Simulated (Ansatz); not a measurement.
Y (hcp)

The computed numbers are results of r²SCAN, scalar-relativistic (no spin polarisation) in the plane-wave PAW code Ansatz at 500 eV, 14×14×8 k-mesh, Gaussian smearing of 0.05 eV. The datasets are Ansatz's generated set soft_2.

```cif
data_structure
_symmetry_space_group_name_H-M 'P6_3/mmc'
_symmetry_Int_Tables_number 194
_cell_length_a 3.6825
_cell_length_b 3.6825
_cell_length_c 5.6912
_cell_angle_alpha 90.000
_cell_angle_beta 90.000
_cell_angle_gamma 120.000
_cell_volume 66.84
loop_
_atom_site_label
_atom_site_type_symbol
_atom_site_symmetry_multiplicity
_atom_site_Wyckoff_symbol
_atom_site_fract_x
_atom_site_fract_y
_atom_site_fract_z
_atom_site_occupancy
Y1 Y 2 d 0.33333 0.66667 0.75000 1
```

Problem. Which orbitals carry the states at the Fermi level, and how many states are there?

Solution. Within 0.1 eV of it: Y 4d 94 % (shares among the projected shells). The density of states at the Fermi level is about 3.9 states/eV per cell, averaged over 0.3 eV.

Density of states (tetrahedra, averaged over 0.4 eV; states/eV per cell of 2 atoms; energy in eV from the Fermi level; projections on Löwdin-orthogonalised atomic orbitals, summed over sites):

```csv
E,total,Y 4d,Y 5s,Y 4p,Y 4s
-4.85,0.05,0.00,0.05,0.00,0.00
-4.45,0.18,0.00,0.17,0.00,0.01
-4.05,0.27,0.01,0.25,0.00,0.01
-3.65,0.36,0.02,0.33,0.01,0.01
-3.25,0.47,0.05,0.40,0.01,0.01
-2.85,0.60,0.10,0.47,0.01,0.01
-2.45,0.79,0.22,0.53,0.02,0.01
-2.05,1.19,0.55,0.60,0.02,0.01
-1.65,1.82,1.20,0.56,0.02,0.01
-1.25,1.92,1.48,0.37,0.03,0.01
-0.85,2.37,2.10,0.18,0.03,0.00
-0.45,2.83,2.54,0.13,0.04,0.00
-0.05,3.78,3.29,0.17,0.05,0.00
0.35,2.28,1.97,0.11,0.02,0.00
0.75,1.51,1.32,0.06,0.01,0.00
1.15,3.32,2.86,0.16,0.02,0.01
1.55,3.92,3.47,0.15,0.02,0.00
1.95,3.58,3.32,0.12,0.01,0.00
2.35,3.39,3.20,0.05,0.01,0.00
2.75,1.70,1.63,0.02,0.00,0.00
3.15,1.60,1.54,0.01,0.00,0.00
3.55,1.64,1.57,0.02,0.00,0.00
3.95,1.78,1.68,0.04,0.00,0.00
4.35,2.22,2.05,0.09,0.00,0.00
4.75,3.42,3.09,0.16,0.00,0.01
5.15,4.16,3.70,0.20,0.00,0.01
```
